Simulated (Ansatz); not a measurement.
LiCl (rock salt, Fm-3m), plane-wave PAW PBE (Ansatz code). The conduction-band minimum lies at Γ, with 1 equivalent valley. Second derivatives d²E/dk² of the lowest band at one valley (eV·Å²), along Cartesian directions:

```json
[
 {"direction": "[100]", "d²E/dk²": "16.29"},
 {"direction": "[010]", "d²E/dk²": "16.29"},
 {"direction": "[001]", "d²E/dk²": "16.29"},
 {"direction": "[110]", "d²E/dk²": "16.29"},
 {"direction": "[101]", "d²E/dk²": "16.29"},
 {"direction": "[011]", "d²E/dk²": "16.29"}
]
```

Problem. Find the principal effective masses, the density-of-states mass and the conductivity mass.

Solution. Off-diagonal terms follow from H_xy = H[110] − (H_xx + H_yy)/2, and m*/mₑ = 7.620 eV·Å² over each eigenvalue: 0.47, 0.47, 0.47. One valley's DOS mass (m₁m₂m₃)^(1/3) = 0.47, conductivity mass 3/(Σ 1/mᵢ) = 0.47 mₑ.

Problem. What effective density of states Nc follows at 300 K for parabolic valleys?

Solution. Nc = 2.509e19 × 1 × (0.47)^(3/2) ≈ 8.1e18 cm⁻³.

Symmetry was held in the PBE relaxation.

Potentials: the later of the program's two PAW sets.

Edges and masses are those of Kohn–Sham bands, whose gap is no quasiparticle gap.
